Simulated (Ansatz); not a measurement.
Mo2C: pressure against volume

A database entry relaxed whole under r2SCAN (Pbcn):

```yaml
crystal:
  lattice:
    - [4.72757, 0.00000, 0.00000]
    - [0.00000, 6.04949, 0.00000]
    - [0.00000, 0.00000, 5.20978]
  atoms:
    - { symbol: Mo, position: [0.24521, 0.12206, 0.07926] }
    - { symbol: Mo, position: [0.25479, 0.37794, 0.57926] }
    - { symbol: Mo, position: [0.74521, 0.37794, 0.92074] }
    - { symbol: Mo, position: [0.75479, 0.12206, 0.42074] }
    - { symbol: Mo, position: [0.75479, 0.87794, 0.92074] }
    - { symbol: Mo, position: [0.74521, 0.62206, 0.42074] }
    - { symbol: Mo, position: [0.25479, 0.62206, 0.07926] }
    - { symbol: Mo, position: [0.24521, 0.87794, 0.57926] }
    - { symbol: C, position: [0.00000, 0.37760, 0.25000] }
    - { symbol: C, position: [0.50000, 0.12240, 0.75000] }
    - { symbol: C, position: [0.00000, 0.62240, 0.75000] }
    - { symbol: C, position: [0.50000, 0.87760, 0.25000] }
```

The cell was scaled uniformly, its shape held, and the atoms relaxed at each volume with plane-wave PAW DFT (Ansatz 0.2.0; r2SCAN, 500 eV, 7×6×6 Γ-centred mesh, fermi-dirac occupations of width 0.100 eV; no spin, no spin-orbit coupling). One row is withheld.

```json
{"volume (Å³/atom)": "11.671", "energy over the lowest (meV/atom)": "47.2", "pressure (GPa)": "21.77"}
{"volume (Å³/atom)": "11.920", "energy over the lowest (meV/atom)": "20.0", "pressure (GPa)": "13.71"}
{"volume (Å³/atom)": "12.168", "energy over the lowest (meV/atom)": "4.7", "pressure (GPa)": "6.48"}
{"volume (Å³/atom)": "12.416", "energy over the lowest (meV/atom)": "0.0", "pressure (GPa)": "-0.01"}
{"volume (Å³/atom)": "12.665", "energy over the lowest (meV/atom)": "4.8", "pressure (GPa)": "-5.86"}
{"volume (Å³/atom)": "12.913", "energy over the lowest (meV/atom)": "?", "pressure (GPa)": "?"}
{"volume (Å³/atom)": "13.161", "energy over the lowest (meV/atom)": "39.1", "pressure (GPa)": "-15.69"}
```

Fit the pressures of the other rows to the third-order Birch-Murnaghan form.

With f = [(V₀/V)^(2/3) − 1]/2 and P = 3B₀f(1 + 2f)^(5/2)[1 + 3(B₀′ − 4)f/2], least squares gives V₀ = 12.42 Å³ an atom, B₀ = 307 GPa and B₀′ = 4.5; the rows miss the fit by 0.03 GPa. The slope of the energies differs from these pressures by 0.15 GPa, since they are taken to zero smearing while pressures follow the free energy.

What does the withheld row hold?

The fit gives -11.03 GPa at 12.913 Å³; the run gave -11.07 GPa and 18.2 meV an atom.

Caveats: the shape of the cell was held, so B₀ is an upper bound where the axes differ in stiffness; 0 K, fixed nuclei; the symmetry was kept, and this need not be the phase that is stable at 0 K; one mesh for all volumes; pressure is positive in compression.
